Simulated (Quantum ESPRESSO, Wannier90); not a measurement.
**Tight-binding from DFT: ZrN (rock salt)**

```yaml
crystal:
  lattice:
    - [0.00000, 2.29427, 2.29427]
    - [2.29427, 0.00000, 2.29427]
    - [2.29427, 2.29427, 0.00000]
  atoms:
    - { symbol: Zr, position: [0.50000, 0.50000, 0.50000] }
    - { symbol: N, position: [0.00000, 0.00000, 0.00000] }
```

Structure: Materials Project mp-1352, symmetrised, not relaxed again. COD (Crystallography Open Database) has an entry of this formula and space group (matched by these alone). Computed values, not measurements, from PBEsol: Quantum ESPRESSO (norm-conserving PseudoDojo potentials, cutoff 68 Ry, no spin polarisation, no spin-orbit coupling) on a Γ-centred 12×12×12 mesh, then Wannier90. Density: 12×12×12 mesh, cold smearing 0.01 Ry.

Base run: 8 functions from bands 6-22 of the 22 computed, start hydrogen-like Zr: d; N: p, frozen window up to 1.50 eV relative to the Fermi level, outer window open. Its settings: num_cg_steps = 5, trial_step = 2 and dis_mix_ratio = 0.5 (the program's defaults), conv_tol = 1.0e-6 over 4 steps, num_iter = 800, dis_conv_tol = 1.0e-6, dis_num_iter = 1000. One of them is changed at a time.

```json
[
 {"run": "base", "disentanglement steps": "116", "localisation steps": "28", "Ω_I (Å²)": "10.354", "Ω_total (Å²)": "10.645", "ended": "converged"},
 {"run": "num_cg_steps = 0", "disentanglement steps": "116", "localisation steps": "102", "Ω_I (Å²)": "10.354", "Ω_total (Å²)": "10.645", "ended": "converged"},
 {"run": "conv_tol = 1.0e-10", "disentanglement steps": "116", "localisation steps": "67", "Ω_I (Å²)": "10.354", "Ω_total (Å²)": "10.645", "ended": "converged"},
 {"run": "dis_mix_ratio = 1.0", "disentanglement steps": "40", "localisation steps": "28", "Ω_I (Å²)": "10.354", "Ω_total (Å²)": "10.645", "ended": "converged"}
]
```
